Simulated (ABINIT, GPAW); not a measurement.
This is a calculation of Cu2BrCl for ABINIT 10.8.3 (patched build). The cell comes from a database or a generator and needn't be the stable form of this composition.

run.abi

```
pp_dirpath "./"
pseudos "Br.GGA_PBE-JTH.xml, Cu.GGA_PBE-JTH.xml, Cl.GGA_PBE-JTH.xml"

acell 12.1241678375 12.1241678375 12.1241678374
rprim
     0.2892079423     0.1669742833     0.9425912979
    -0.2892079423     0.1669742833     0.9425912979
     0.0000000000    -0.3339485666     0.9425912979
ntypat 3
znucl 35 29 17
natom 4
typat 1 2 2 3
xred
     0.0000000000     0.0000000000     0.0000000000
     0.7516030000     0.7516030000     0.7516030000
     0.2483970000     0.2483970000     0.2483970000
     0.5000000000     0.5000000000     0.5000000000

ecut 26.0
pawecutdg 48.0
pawxcdev 0

kptopt 1
ngkpt 8 8 8
nshiftk 1
shiftk 0.0 0.0 0.0

ixc 11

nband 32
occopt 3
tsmear 0.05 eV

nstep 100
tolvrs 1.0e-9

iomode 3
prtwf 0
prtden 0
prteig 0
prtebands 0
```

Potentials or basis: JTH PAW PBE v2.0.

Run with:

```sh
$ abinit run.abi > log 2>&1
```

**Question.** Set up the same calculation for GPAW 26.7.0 (ASE script). Potentials or basis there: GPAW PAW data sets (gpaw-data 1.2.1), cutoff 600 eV.

**Answer.** As run (cutoffs and basis follow the program's own potentials, and thresholds, step limits or extra output files can differ):

run.py

```python
from ase import Atoms
from ase.dft.bandgap import bandgap
from ase.io import write
from ase.units import GPa
from gpaw import GPAW, PW

atoms = Atoms(['Br', 'Cu', 'Cu', 'Cl'],
              cell=[[1.8555099526, 1.0712791706, 6.0475086568],
                    [-1.8555099526, 1.0712791706, 6.0475086568],
                    [0.0, -2.1425583412, 6.0475086568]],
              scaled_positions=[[0.0, 0.0, 0.0],
                                [0.751603, 0.751603, 0.751603],
                                [0.248397, 0.248397, 0.248397],
                                [0.5, 0.5, 0.5]],
              pbc=True)

calc = GPAW(mode=PW(600),
            xc='PBE',
            kpts={'size': (8, 8, 8), 'gamma': True},
            occupations={'name': 'fermi-dirac', 'width': 0.05},
            nbands=34,
            convergence={'density': 1e-05, 'energy': 1e-05},
            maxiter=150,
            txt='gpaw.txt')
atoms.calc = calc
energy = atoms.get_potential_energy()
forces = atoms.get_forces()
stress = atoms.get_stress()
calc.write('gs.gpw')
write('result.traj', atoms)
print(f'Energy: {energy:.6f} eV')
print('Forces (eV/A):')
print(forces.round(4))
print('Stress (GPa):', (stress / GPa).round(3))
print('Fermi level:', round(calc.get_fermi_level(), 4), 'eV')
print(f'Gap: {bandgap(calc)[0]:.4f} eV, direct: {bandgap(calc, direct=True)[0]:.4f} eV')
```

Potentials or basis: GPAW PAW data sets (gpaw-data 1.2.1), pw.

Run with:

```console
$ OMP_NUM_THREADS=1 python run.py
```

Both were run:

|  | ABINIT | GPAW |
| --- | --- | --- |
| Pressure | 1.2 GPa | 1.5 GPa |
| Largest force | 0.116 eV/Å | 0.128 eV/Å |

The potentials hold 52 and 36 valence electrons a cell.

Pressure is positive in compression.
